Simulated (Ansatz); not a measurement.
GaIr:
```yaml
crystal:
  lattice:
    - [3.02624, 0.00000, 0.00000]
    - [0.00000, 3.02624, 0.00000]
    - [0.00000, 0.00000, 3.02624]
  atoms:
    - { symbol: Ga, position: [0.00000, 0.00000, 0.00000] }
    - { symbol: Ir, position: [0.50000, 0.50000, 0.50000] }
```

This is the r²SCAN-relaxed structure.

### Question
All from plane-wave PAW r²SCAN (Ansatz code), unless another level is named. Estimate the formation energy from the elements (no fitted shifts).

### Answer
-41 kJ/mol-atom.

### Question
And the density of states at the Fermi level?

### Answer
0.23 states/eV per atom (mean over ±0.08 eV).

Space group Pm-3m (CsCl type). The workflow started from a Materials Project entry (that database holds measured and hypothetical structures alike); the Crystallography Open Database files this formula in space group No. 221, but the cells were not matched. Whether it is the stable phase at ambient conditions was not checked. The r²SCAN relaxation kept the symmetry of its start; whether a distortion lowers the energy is not shown. No spin polarisation was allowed. The references are the lowest solids computed at this level, not always the standard phases. Spin–orbit coupling is left out wherever it is not named.

Potentials: the later of the program's two PAW sets.
